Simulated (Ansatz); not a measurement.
Below is a relaxed structure of Hf₄F₃. The cell was found from a structure generator's guess, not taken from experiment.

Theory: DFT PBE, scalar-relativistic, plane waves, PAW (Ansatz 0.2.0). Cutoff 420 eV, Γ-centred mesh, Gaussian smearing, no spin polarisation.

```
CELL_PARAMETERS angstrom
4.99240 0.00000 0.00000
0.00000 4.99240 0.00000
0.00000 0.00000 4.99240
ATOMIC_POSITIONS crystal
Hf 0.29241 0.70759 0.29241
Hf 0.70759 0.29241 0.29241
Hf 0.29241 0.29241 0.70759
Hf 0.70759 0.70759 0.70759
F 0.00000 0.00000 0.50000
F 0.50000 0.00000 0.00000
F 0.00000 0.50000 0.00000
```

Formation energies are uncorrected and refer to the elements' standard structures at the same level (F₂ as a molecule).

Question: Find its symmetry and describe it.

Answer: P-43m (No. 215). Conventional cell: a = 4.992 Å. Hf is surrounded by 3 F at 2.31 Å and 3 Hf at 2.93 Å; around F lie 4 Hf at 2.31 Å.

Question: What is its formation energy per atom?

Answer: −1.45 eV/atom.

Question: Is it a metal?

Answer: Yes, bands cross the Fermi level on the 6×6×6 mesh.

Question: From what recipe could a structure generator have reached it?

Answer: One such recipe: species swapped into a database cell of Sn3As4 (P-43m, No. 215). Other recipes can lead to the same cell.

The last run used a 6×6×6 mesh for its 7-atom cell and Gaussian smearing of 0.10 eV. These runs have no spin–orbit coupling, which can matter for Hf. An odd number of electrons in the primitive cell allows no gap without spin; a larger cell or a magnetic state could open one. The cell is a metal run without spin; a magnetic state may lie lower. A structure relaxed within its symmetry needn't be a true minimum. Another cell of the same search, in Cm, lies 236 meV/atom lower, so this cell isn't the stable form at this level.
